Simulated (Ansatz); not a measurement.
Zr (hcp (Mg type), P6_3/mmc) at seven volumes, plane-wave PAW r²SCAN+D4 (Ansatz code), shape and atoms relaxed at each. One row is withheld.

```csv
V (Å³/atom),P (GPa)
21.305,10.40
22.007,?
22.710,3.06
23.412,0.00
24.115,-2.71
24.817,-5.10
25.519,-7.21
```

**Question.** Fit the shown pressures and predict the withheld one.

**Answer.** P = (3/2)B₀(x^(7/2) − x^(5/2))[1 + (3/4)(B′ − 4)(x − 1)] with x = (V₀/V)^(2/3). Least squares on the six rows gives V₀ = 23.412 Å³/atom, B₀ = 95.7 GPa, B′ = 3.06. At V = 22.007, x = 1.0421 and P = 6.50 GPa. The run itself gave 6.51 GPa.

The cell was relaxed with r²SCAN+D4 under the symmetry of its start. No spin polarisation was allowed. The pairwise dispersion correction was not fitted to metals.

Potentials: the later of the program's two PAW sets.
